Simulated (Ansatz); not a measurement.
WO3 in space group Pnma (No. 62; W on 4c, O on 4c, O on 4c, O on 4c), PBEsol (plane waves, PAW; program Ansatz). The conduction-band minimum lies at Γ, with 1 equivalent valley. Second derivatives d²E/dk² of the lowest band at one valley (eV·Å²), along Cartesian directions:

```
direction  d²E/dk²
---------  -------
[100]       0.3939
[010]        25.91
[001]        34.24
[110]        13.15
[101]        17.33
[011]        30.07
```

### Question
Find the principal effective masses, the density-of-states mass and the conductivity mass.

### Answer
Off-diagonal terms follow from H_xy = H[110] − (H_xx + H_yy)/2, and m*/mₑ = 7.620 eV·Å² over each eigenvalue: 0.22, 0.29, 19. One valley's DOS mass (m₁m₂m₃)^(1/3) = 1.1, conductivity mass 3/(Σ 1/mᵢ) = 0.38 mₑ.

### Question
What effective density of states Nc follows at 300 K for parabolic valleys?

### Answer
Nc = 2.509e19 × 1 × (1.1)^(3/2) ≈ 2.9e19 cm⁻³.

The start of the workflow was typed in or built on a structure type; the Crystallography Open Database files this formula in space group No. 62, but the cells were not matched. Its standing as an ambient phase is unchecked. The PBEsol relaxation kept the symmetry of its start; whether a distortion lowers the energy is not shown. The workflow began spin-polarised and lost its moments. No Hubbard U is applied. A crystal of weakly bound layers computed without a dispersion correction: the cell and the soft elastic constants depend strongly on that. Spin–orbit coupling is left out wherever it is not named.

Potentials: the earlier of the program's two PAW sets. The files were generated under PBE; for other functionals the program regenerates the frozen cores, and for LDA and PBEsol the local potential too.

Edges and masses are those of Kohn–Sham bands, whose gap is no quasiparticle gap.
